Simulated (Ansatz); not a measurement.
# Calculated field gradients at the nuclei for NaH3Se2O6

The cell is a computed structure from the Materials Project (it need not be an observed phase).

Space group P2_1/c (No. 14); a = 4.6900, b = 5.9594, c = 11.2236 Å, β = 110.82°.

| site | Wyckoff | site symmetry | x | y | z |
| --- | --- | --- | --- | --- | --- |
| Na | 2a | -1 | 0.0000 | 0.5000 | 0.5000 |
| H3 | 2c | -1 | 0.0000 | 0.0000 | 0.5000 |
| H4 | 4e | 1 | 0.1992 | 0.0272 | 0.8081 |
| Se | 4e | 1 | 0.3019 | 0.5920 | 0.8439 |
| O13 | 4e | 1 | 0.5334 | 0.1554 | 0.1513 |
| O14 | 4e | 1 | 0.8476 | 0.1318 | 0.5348 |
| O15 | 4e | 1 | 0.9663 | 0.6461 | 0.7014 |

One atom of each set is listed.

Computed with Ansatz: DFT, PBE, plane waves and PAW, scalar-relativistic, 420 eV cutoff, Γ-centred 6×4×3 k-points, Fermi–Dirac smearing 0.02 eV.

Conventions: |V_zz| ≥ |V_yy| ≥ |V_xx|, η = (V_xx − V_yy)/V_zz, C_Q = eQV_zz/h.

²³Na: I = 3/2, Q = 104.0 mb; ²H: I = 1, Q = 2.858 mb; 17O: I = 5/2, Q = -25.58 mb. Quadrupole moments are those of Pyykkö's year-2017 table.

Q: What field gradients does the calculation give at each kind of site?

A: 

| site | atoms | first shell | V_zz (10²¹ V/m²) | η | C_Q (MHz) |
| --- | --- | --- | --- | --- | --- |
| Na | 2 | 6 O at 2.38–2.64 Å | -0.98 | 0.87 | -2.48 |
| H3 | 2 | 2 O at 1.22 Å, angle 180° | 0.63 | 0.15 | 0.044 |
| H4 | 4 | 1 O at 1.03 Å; also 1 O at 1.60 Å | 2.17 | 0.12 | 0.150 |
| Se | 4 | 3 O at 1.68–1.83 Å | -33.5 | 0.30 | – |
| O13 | 4 | 1 Se at 1.68 Å; also 1 H at 1.60 Å, 2 Na at 2.64–3.34 Å | 14.19 | 0.14 | -8.77 |
| O14 | 4 | 1 H at 1.22 Å, 1 Se at 1.76 Å, angle 127°; also 1 Na at 2.38 Å | 13.39 | 0.30 | -8.28 |
| O15 | 4 | 1 H at 1.03 Å, 1 Se at 1.83 Å, angle 111°; also 1 Na at 2.48 Å | -12.12 | 0.95 | 7.50 |

At H4 V_zz points along its bond to O (within 2°). At O13 V_zz points along its bond to Se (within 2°). At O14 V_zz points along the longer of its two bonds, to Se (within 7°).

Se has no stable isotope with a ground-state quadrupole moment in the table, so no C_Q is given.

Where η is near 1 the sign of V_zz means little.
